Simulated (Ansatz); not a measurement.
CrCuO$_{2}$ (delafossite type, space group R-3m)

```xyz
4
Lattice="1.4819 0.8556 5.6401 -1.4819 0.8556 5.6401 0.0000 -1.7111 5.6401" Properties=species:S:1:pos:R:3 pbc="T T T"
Cu     0.0000     0.0000     0.0000
Cr     0.0000     0.0000     8.4602
O      0.0000     0.0000     1.8295
O      0.0000     0.0000    15.0910
```

The slice is a (-1 1 0 4) plane (indices of the conventional cell) through the point (0.000, 0.000, 0.000) (fractional), spanned by u = [1 0 -1] and v = [1 -1 1] in vectors of this cell: u (2.96 Å) and v (6.60 Å, at 90° to u). It covers one period; positions are fractions (u, v).

Computed with PBEsol (plane waves to 420 eV, PAW, scalar-relativistic; Ansatz, a first-principles code). k mesh 13×13×13. These are valence fields of a PAW run, semicore shells included where kept as valence: close to a nucleus they are smooth pseudo fields. CrCuO2 is run spin-polarised and with no Hubbard U. CrCuO2 was relaxed with its symmetry unable to fall. Relaxed CrCuO2 ends ferromagnetic. The magnetic order is the one the run started from; other orders were not tried.

Sketch the valence electron density on this plane as a map.


```
|9988775533221111112233557788|
|7777664433221111112233446677|
|5555443322111100111122334455|
|4433332211110000001111223333|
|3322222211000000000011222222|
|2222221111000000000011112222|
|2222221111000000000011112222|
|2222221111000000000011112222|
|2222221111000000000011112222|
|2222221111000000000011112222|
|2222221111110000001111112222|
|3333332211111111111111223333|
|5555443322221111112222334455|
|7777664433222222222233446677|
|8877665533222222222233556677|
|8888775533222222222233557788|
|8877665533222222222233556677|
|7777664433222222222233446677|
|5555443322221111112222334455|
|3333332211111111111111223333|
|2222221111110000001111112222|
|2222221111000000000011112222|
|2222221111000000000011112222|
|2222221111000000000011112222|
|2222221111000000000011112222|
|2222221111000000000011112222|
|3322222211000000000011222222|
|4433332211110000001111223333|
|5555443322111100111122334455|
|7777664433221111112233446677|
|9988775533221111112233557788|
|9999775533221111112233557799|
```
Scale: ten equal steps from -1.36 (start of '0') to 1.85 (end of '9'), in the order '0123456789'. Values: log₁₀ of the valence density in e/Å³. The map has 14 points along u (two characters each, u = 0 at the left) and 32 along v (v = 0 in the bottom row). The scale is logarithmic, as a density can span decades between atoms and voids.
